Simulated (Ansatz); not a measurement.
All numbers below come from DFT PBE, scalar-relativistic, plane waves, PAW (Ansatz). Settings: cutoff 420 eV, Γ-centred meshes spaced at most about 0.3 Å⁻¹, and about 0.25 Å⁻¹ or finer for metals (2π included), Gaussian smearing. No spin polarisation in the final relaxations.

These are static total energies at zero pressure. All come from trial cells, and lower structures may exist.

Question: These unrelaxed guesses for Al₅As are each relaxed within their symmetry. Order them by the energy at which they end, lowest first.
A.

```cif
data_structure
_symmetry_space_group_name_H-M 'Cmmm'
_symmetry_Int_Tables_number 65
_cell_length_a 6.6649
_cell_length_b 6.7463
_cell_length_c 5.2774
_cell_angle_alpha 90.000
_cell_angle_beta 90.000
_cell_angle_gamma 90.000
_cell_volume 237.29
loop_
_atom_site_label
_atom_site_type_symbol
_atom_site_symmetry_multiplicity
_atom_site_Wyckoff_symbol
_atom_site_fract_x
_atom_site_fract_y
_atom_site_fract_z
_atom_site_occupancy
Al1 Al 2 a 0.00000 0.00000 0.00000 1
Al2 Al 8 n 0.50000 0.17665 0.23850 1
As1 As 2 d 0.00000 0.00000 0.50000 1
```

B.

```cif
data_structure
_symmetry_space_group_name_H-M 'P-6m2'
_symmetry_Int_Tables_number 187
_cell_length_a 4.0864
_cell_length_b 4.0864
_cell_length_c 7.1391
_cell_angle_alpha 90.000
_cell_angle_beta 90.000
_cell_angle_gamma 120.000
_cell_volume 103.24
loop_
_atom_site_label
_atom_site_type_symbol
_atom_site_symmetry_multiplicity
_atom_site_Wyckoff_symbol
_atom_site_fract_x
_atom_site_fract_y
_atom_site_fract_z
_atom_site_occupancy
Al1 Al 1 c 0.33333 0.66667 0.00000 1
Al2 Al 2 h 0.33333 0.66667 0.28428 1
Al3 Al 1 e 0.66667 0.33333 0.00000 1
Al4 Al 1 d 0.33333 0.66667 0.50000 1
As1 As 1 f 0.66667 0.33333 0.50000 1
```

C.

```cif
data_structure
_symmetry_space_group_name_H-M 'F-43m'
_symmetry_Int_Tables_number 216
_cell_length_a 7.0340
_cell_length_b 7.0340
_cell_length_c 7.0340
_cell_angle_alpha 90.000
_cell_angle_beta 90.000
_cell_angle_gamma 90.000
_cell_volume 348.02
loop_
_atom_site_label
_atom_site_type_symbol
_atom_site_symmetry_multiplicity
_atom_site_Wyckoff_symbol
_atom_site_fract_x
_atom_site_fract_y
_atom_site_fract_z
_atom_site_occupancy
Al1 Al 16 e 0.62500 0.12500 0.12500 1
Al2 Al 4 c 0.25000 0.25000 0.25000 1
As1 As 4 a 0.00000 0.00000 0.00000 1
```

D.

```cif
data_structure
_symmetry_space_group_name_H-M 'P6/mmm'
_symmetry_Int_Tables_number 191
_cell_length_a 5.1329
_cell_length_b 5.1329
_cell_length_c 4.0634
_cell_angle_alpha 90.000
_cell_angle_beta 90.000
_cell_angle_gamma 120.000
_cell_volume 92.71
loop_
_atom_site_label
_atom_site_type_symbol
_atom_site_symmetry_multiplicity
_atom_site_Wyckoff_symbol
_atom_site_fract_x
_atom_site_fract_y
_atom_site_fract_z
_atom_site_occupancy
Al1 Al 3 g 0.50000 0.00000 0.50000 1
Al2 Al 2 c 0.33333 0.66667 0.00000 1
As1 As 1 a 0.00000 0.00000 0.00000 1
```

Answer: A (ends in Cmmm, 0 meV/atom), C (ends in F-43m, 41 meV/atom), D (ends in P6/mmm, CaCu5 type, 91 meV/atom), B (ends in P-6m2, 0.39 eV/atom). Even the lowest end lies +0.20 eV/atom against the elements.

Cells relaxed within their symmetry can be saddle points. Some candidate types were left out of the draw beforehand, so a known form may be missing.
